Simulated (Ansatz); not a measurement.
Zone-centre phonons of Ni2H: input and output

Theory: DFT LDA, scalar-relativistic, plane waves, PAW in Ansatz.

Launched with:
```bash
ansatz run input.yaml --threads 1 --pin off --max-ram 3072MiB --backend cpu --events-out ev --progress --plain --runs-dir out
```

Input (bare energies are in eV):
```yaml
crystal:
  lattice:
    - [2.4908983382, 0.0, 0.0]
    - [-1.2454491691, 2.1571812392, 0.0]
    - [0.0, 0.0, 4.1176966729]
  atoms:
    - { symbol: Ni, position: [0.3333333333, 0.6666666667, 0.2595512646] }
    - { symbol: Ni, position: [0.6666666667, 0.3333333333, 0.7404487354] }
    - { symbol: H, position: [0.0, 0.0, 0.0] }
basis:
  ecutwfc: 420
kpoints:
  mp_grid: { grid: [18, 18, 10] }
hamiltonian:
  xc: lda
scf:
  occupations: { method: fermi_dirac, width: 0.15 }
output:
  eigenvalues: true
phonons:
  method: dfpt
  eigenvectors: true
```

Results section of the output:
```
--- Phonons (Γ-DFPT): 4 representative perturbations + reference, on 866 of 3240 k-points (Σ response iterations 15) ---
  k mesh reduced under 2 symmetry operations, with k and −k counted as one. Each operation leaves every solved perturbation unchanged. A smaller set is not used because it would not reduce the number of displacements ...
  ASR residual: 5.686e-4 → 0.000e0 eV/Å²; symmetrization residual: 2.827e-7 eV/Å²
  ASR residual per site (eV/Å²): 5.69e-4 5.69e-4 4.03e-5
  Γ frequencies (cm⁻¹): 0.00 0.00 0.00 141.73 141.73 305.80 785.47 785.47 805.52
  non-analytic LO–TO correction: not included (Born effective charges unavailable; polar crystals: no LO–TO splitting at Γ)
```

It took 4 min on 1 thread of Arm Neoverse V2, on a shared host, peak memory 1.6 GiB.

In a metal, frequencies and elastic constants depend on the k mesh and the smearing, soft modes and shear constants most. Spin polarisation was left out, and a magnetic state may lie lower.